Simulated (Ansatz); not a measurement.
Ca2Bi in space group I4/mmm (No. 139; Ca on 4c, Ca on 4e, Bi on 4e), r²SCAN in the plane-wave PAW code Ansatz. The conduction-band minimum lies at P, with 2 equivalent valleys. Second derivatives d²E/dk² of the lowest band at one valley (eV·Å²), along Cartesian directions:

| direction | d²E/dk² |
|---|---|
| [100] | 13.46 |
| [010] | 13.46 |
| [001] | 6.424 |
| [110] | 13.46 |
| [101] | 9.946 |
| [011] | 9.946 |

Find the principal effective masses, the density-of-states mass and the conductivity mass.

Off-diagonal terms follow from H_xy = H[110] − (H_xx + H_yy)/2, and m*/mₑ = 7.620 eV·Å² over each eigenvalue: 0.57, 0.57, 1.2. One valley's DOS mass (m₁m₂m₃)^(1/3) = 0.72, conductivity mass 3/(Σ 1/mᵢ) = 0.69 mₑ.

What effective density of states Nc follows at 300 K for parabolic valleys?

Nc = 2.509e19 × 2 × (0.72)^(3/2) ≈ 3.1e19 cm⁻³.

The workflow started from an entry of the Crystallography Open Database (COD). Its standing as an ambient phase is unchecked. The cell was relaxed with r²SCAN under the symmetry of its start; whether a distortion lowers the energy is not shown. Scalar-relativistic: spin–orbit coupling is off unless named, which matters more the heavier the elements.

Potentials: the later of the program's two PAW sets.

Edges and masses are those of Kohn–Sham bands, whose gap is no quasiparticle gap.
